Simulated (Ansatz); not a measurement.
# Band table of Ag

```
Ag
1.0
     2.87655    0.00000    0.00000
    -1.43827    2.49116    0.00000
     0.00000    0.00000    9.96655
Ag
4
Direct
  0.33333 0.66667 0.25000
  0.66667 0.33333 0.75000
  0.00000 0.00000 0.00000
  0.00000 0.00000 0.50000
```

Atom numbers follow the list: Ag1, Ag2, Ag3, Ag4.

The geometry is COD entry 1509194, unchecked; take it as a test cell. The listed cell was then made from it by scaling, straining or moving an atom.

Method: Ansatz 0.2.0, DFT, LDA, all-electron LAPW, scalar-relativistic.

The runs use a Γ-centred 14×14×4 k mesh, Fermi–Dirac smearing of 0.08 eV, basis error target 0.5 meV/atom, no spin polarisation.

Path points, in fractions of the reciprocal vectors: Γ (0.000, 0.000, 0.000), M (0.500, 0.000, 0.000), K (0.333, 0.333, 0.000), A (0.000, 0.000, 0.500), L (0.500, 0.000, 0.500), H (0.333, 0.333, 0.500). Levels in eV from the Fermi level; bands 17 to 44, counted from the lowest band of the run. The gap is zero.

```
# k(1/Å) point b17 b18 b19 b20 b21 b22 b23 b24 b25 b26 b27 b28 b29 b30 b31 b32 b33 b34 b35 b36 b37 b38 b39 b40 b41 b42 b43 b44
0.000 Γ -7.49 -6.28 -6.28 -6.14 -4.78 -4.53 -4.53 -4.50 -4.50 -4.43 -4.43 -4.39 -4.39 -4.35 -4.35 -3.64 -3.64 -3.35 -3.35 -3.23 -3.23 -2.91 -2.91 -0.66 2.58 9.56 9.57 15.58
0.252 - -7.21 -6.04 -6.04 -5.96 -4.74 -4.72 -4.62 -4.60 -4.58 -4.42 -4.39 -4.37 -4.28 -4.24 -4.21 -3.76 -3.72 -3.44 -3.34 -3.25 -3.08 -3.05 -2.89 0.13 2.64 9.79 9.79 14.90
0.504 - -6.47 -5.67 -5.56 -5.49 -5.06 -4.96 -4.79 -4.66 -4.60 -4.39 -4.21 -4.11 -4.10 -4.02 -3.89 -3.85 -3.84 -3.84 -3.35 -3.28 -2.87 -2.61 -2.60 1.69 2.88 10.39 10.41 11.42
0.757 - -5.90 -5.75 -5.68 -5.48 -5.27 -5.16 -4.79 -4.55 -4.47 -4.46 -4.17 -3.71 -3.68 -3.67 -3.59 -3.35 -3.31 -3.30 -3.20 -3.14 -2.85 -1.84 -1.83 3.47 3.52 7.79 9.38 9.55
1.009 - -5.99 -5.95 -5.94 -5.66 -5.52 -5.19 -5.02 -4.66 -4.30 -4.23 -4.07 -3.67 -3.66 -3.02 -2.92 -2.91 -2.88 -2.81 -2.80 -2.78 -1.67 -0.40 -0.35 3.82 5.10 5.15 6.47 6.84
1.261 M -6.08 -6.06 -6.01 -5.75 -5.61 -5.23 -5.09 -4.75 -4.35 -4.02 -4.00 -3.68 -3.67 -2.88 -2.85 -2.70 -2.68 -2.64 -2.63 -2.60 0.04 0.85 1.16 1.67 4.24 4.26 6.78 7.39
1.407 - -6.01 -6.00 -5.95 -5.67 -5.56 -5.19 -5.09 -4.77 -4.38 -4.13 -4.01 -3.68 -3.65 -2.94 -2.85 -2.85 -2.79 -2.77 -2.68 -2.67 0.30 1.11 1.30 1.81 4.28 4.31 6.89 7.52
1.552 - -5.87 -5.84 -5.78 -5.46 -5.39 -5.08 -5.07 -4.83 -4.44 -4.36 -4.05 -3.70 -3.69 -3.22 -3.20 -3.03 -2.93 -2.85 -2.85 -2.72 0.93 1.66 1.77 2.22 4.40 4.44 7.21 7.87
1.698 - -5.69 -5.61 -5.50 -5.15 -5.11 -5.10 -4.94 -4.91 -4.62 -4.50 -4.09 -3.96 -3.68 -3.67 -3.50 -3.21 -3.10 -2.99 -2.87 -2.81 1.72 2.15 2.68 2.84 4.62 4.68 6.89 7.75
1.844 - -5.48 -5.38 -5.18 -5.17 -5.09 -4.94 -4.83 -4.79 -4.76 -4.53 -4.29 -4.09 -4.03 -3.75 -3.61 -3.39 -3.18 -3.04 -2.93 -2.90 2.56 2.73 3.63 3.72 4.92 4.95 5.26 6.91
1.989 K -5.26 -5.26 -5.23 -5.15 -5.15 -4.99 -4.77 -4.77 -4.53 -4.43 -4.43 -4.42 -3.92 -3.92 -3.51 -3.51 -3.16 -3.04 -3.04 -2.92 3.39 3.43 3.43 4.26 4.85 4.85 5.65 5.65
2.280 - -5.46 -5.44 -5.37 -5.18 -5.12 -4.87 -4.82 -4.78 -4.59 -4.50 -4.48 -4.14 -3.97 -3.92 -3.57 -3.47 -3.38 -2.91 -2.81 -2.76 0.36 1.73 1.78 5.22 5.55 6.30 6.57 7.16
2.572 - -5.48 -5.42 -5.29 -5.23 -5.18 -5.08 -4.90 -4.74 -4.67 -4.53 -4.35 -4.29 -4.27 -3.98 -3.76 -3.45 -3.24 -2.94 -2.91 -2.83 -1.98 -0.86 -0.83 4.09 4.52 8.10 8.36 9.77
2.863 - -6.15 -5.42 -5.34 -5.33 -5.15 -4.96 -4.91 -4.86 -4.80 -4.49 -4.41 -4.28 -4.09 -4.06 -3.87 -3.55 -3.54 -3.45 -3.34 -3.18 -3.06 -2.37 -2.31 2.26 3.04 10.66 10.69 11.54
3.154 - -7.12 -5.96 -5.96 -5.91 -4.78 -4.73 -4.67 -4.64 -4.62 -4.43 -4.34 -4.32 -4.30 -4.18 -4.16 -3.85 -3.69 -3.56 -3.28 -3.26 -3.11 -3.00 -2.85 0.34 2.66 9.86 9.86 14.87
3.445 Γ -7.49 -6.28 -6.28 -6.14 -4.78 -4.53 -4.53 -4.50 -4.50 -4.43 -4.43 -4.39 -4.39 -4.35 -4.35 -3.64 -3.64 -3.35 -3.35 -3.23 -3.23 -2.91 -2.91 -0.66 2.58 9.56 9.57 15.58
3.508 - -7.47 -6.41 -6.19 -6.14 -4.78 -4.60 -4.53 -4.53 -4.50 -4.50 -4.39 -4.39 -4.35 -4.35 -4.18 -3.63 -3.63 -3.37 -3.37 -3.21 -3.21 -2.91 -2.91 -0.80 2.75 8.67 10.46 15.54
3.571 - -7.42 -6.57 -6.14 -6.13 -4.79 -4.71 -4.52 -4.52 -4.49 -4.49 -4.40 -4.40 -4.36 -4.36 -3.86 -3.62 -3.62 -3.40 -3.40 -3.17 -3.17 -2.93 -2.93 -1.15 3.19 7.79 11.35 15.40
3.635 - -7.34 -6.75 -6.12 -6.11 -4.80 -4.77 -4.51 -4.51 -4.49 -4.49 -4.40 -4.40 -4.37 -4.37 -3.59 -3.59 -3.48 -3.45 -3.45 -3.12 -3.12 -2.95 -2.95 -1.61 3.80 6.93 12.22 15.07
3.698 - -7.22 -6.92 -6.11 -6.10 -4.80 -4.80 -4.50 -4.50 -4.48 -4.48 -4.41 -4.41 -4.39 -4.39 -3.56 -3.56 -3.49 -3.49 -3.07 -3.07 -3.05 -2.99 -2.99 -2.10 4.51 6.09 13.06 14.52
3.761 A -7.08 -7.08 -6.11 -6.11 -4.81 -4.81 -4.49 -4.49 -4.49 -4.49 -4.40 -4.40 -4.40 -4.40 -3.53 -3.53 -3.53 -3.53 -3.03 -3.03 -3.03 -3.03 -2.59 -2.59 5.28 5.28 13.84 13.84
4.013 - -6.81 -6.81 -5.91 -5.91 -4.82 -4.82 -4.55 -4.55 -4.46 -4.46 -4.35 -4.35 -4.28 -4.28 -3.77 -3.77 -3.57 -3.57 -3.51 -3.51 -3.02 -3.02 -1.77 -1.77 5.48 5.48 14.12 14.12
4.265 - -6.16 -6.16 -5.54 -5.54 -4.87 -4.87 -4.78 -4.78 -4.44 -4.44 -4.23 -4.23 -4.04 -4.04 -3.93 -3.93 -3.60 -3.60 -3.55 -3.55 -3.01 -3.01 -0.71 -0.71 6.10 6.10 11.82 11.82
4.517 - -5.81 -5.81 -5.61 -5.61 -5.25 -5.25 -4.78 -4.78 -4.12 -4.12 -4.03 -4.03 -3.66 -3.66 -3.42 -3.42 -3.26 -3.26 -3.21 -3.21 -2.98 -2.98 0.48 0.48 7.07 7.07 8.34 8.34
4.769 - -5.90 -5.90 -5.79 -5.79 -5.57 -5.57 -4.85 -4.85 -4.12 -4.12 -3.62 -3.62 -3.39 -3.39 -3.15 -3.15 -2.86 -2.86 -2.77 -2.77 -1.45 -1.45 1.82 1.82 5.11 5.11 7.81 7.81
5.022 L -5.97 -5.97 -5.87 -5.87 -5.68 -5.68 -4.88 -4.88 -4.16 -4.16 -3.50 -3.50 -3.23 -3.23 -3.13 -3.13 -2.67 -2.67 -2.61 -2.61 0.43 0.43 1.51 1.51 4.56 4.56 6.05 6.05
5.167 - -5.91 -5.91 -5.80 -5.80 -5.66 -5.66 -4.86 -4.86 -4.21 -4.21 -3.53 -3.53 -3.39 -3.39 -3.09 -3.09 -2.73 -2.73 -2.69 -2.69 0.64 0.64 1.67 1.67 4.64 4.64 6.11 6.11
5.313 - -5.72 -5.72 -5.62 -5.62 -5.59 -5.59 -4.79 -4.79 -4.33 -4.33 -3.72 -3.72 -3.59 -3.59 -3.17 -3.17 -2.88 -2.88 -2.79 -2.79 1.19 1.19 2.08 2.08 4.88 4.88 6.29 6.29
5.459 - -5.53 -5.53 -5.39 -5.39 -5.38 -5.38 -4.74 -4.74 -4.44 -4.44 -4.05 -4.05 -3.78 -3.78 -3.35 -3.35 -3.02 -3.02 -2.83 -2.83 1.94 1.94 2.61 2.61 5.31 5.31 6.57 6.57
5.604 - -5.43 -5.43 -5.19 -5.19 -5.08 -5.08 -4.79 -4.79 -4.43 -4.43 -4.35 -4.35 -3.92 -3.92 -3.55 -3.55 -3.05 -3.05 -2.89 -2.89 2.81 2.81 3.21 3.21 5.47 5.47 6.13 6.13
5.750 H -5.38 -5.38 -5.13 -5.13 -4.92 -4.92 -4.82 -4.82 -4.47 -4.47 -4.46 -4.46 -3.92 -3.92 -3.63 -3.63 -3.04 -3.04 -2.95 -2.95 3.69 3.69 3.76 3.76 4.01 4.01 6.80 6.80
6.041 - -5.46 -5.46 -5.27 -5.27 -4.99 -4.99 -4.94 -4.94 -4.37 -4.37 -4.27 -4.27 -4.00 -4.00 -3.61 -3.61 -3.14 -3.14 -2.72 -2.72 0.66 0.66 3.73 3.73 5.84 5.84 6.17 6.17
6.332 - -5.41 -5.41 -5.35 -5.35 -5.02 -5.02 -4.97 -4.97 -4.53 -4.53 -4.27 -4.27 -4.01 -4.01 -3.68 -3.68 -3.20 -3.20 -2.81 -2.81 -1.85 -1.85 1.34 1.34 7.79 7.79 8.52 8.52
6.623 - -5.90 -5.90 -5.32 -5.32 -5.03 -5.03 -4.78 -4.78 -4.62 -4.62 -4.46 -4.46 -3.87 -3.87 -3.79 -3.79 -3.57 -3.57 -3.32 -3.32 -3.01 -3.01 -0.34 -0.34 6.40 6.40 11.95 11.95
6.915 - -6.73 -6.73 -5.85 -5.85 -4.83 -4.83 -4.57 -4.57 -4.48 -4.48 -4.29 -4.29 -4.23 -4.23 -3.88 -3.88 -3.60 -3.60 -3.51 -3.51 -3.02 -3.02 -1.61 -1.61 5.55 5.55 14.21 14.21
7.206 A -7.08 -7.08 -6.11 -6.11 -4.81 -4.81 -4.49 -4.49 -4.49 -4.49 -4.40 -4.40 -4.40 -4.40 -3.53 -3.53 -3.53 -3.53 -3.03 -3.03 -3.03 -3.03 -2.59 -2.59 5.28 5.28 13.84 13.84
```
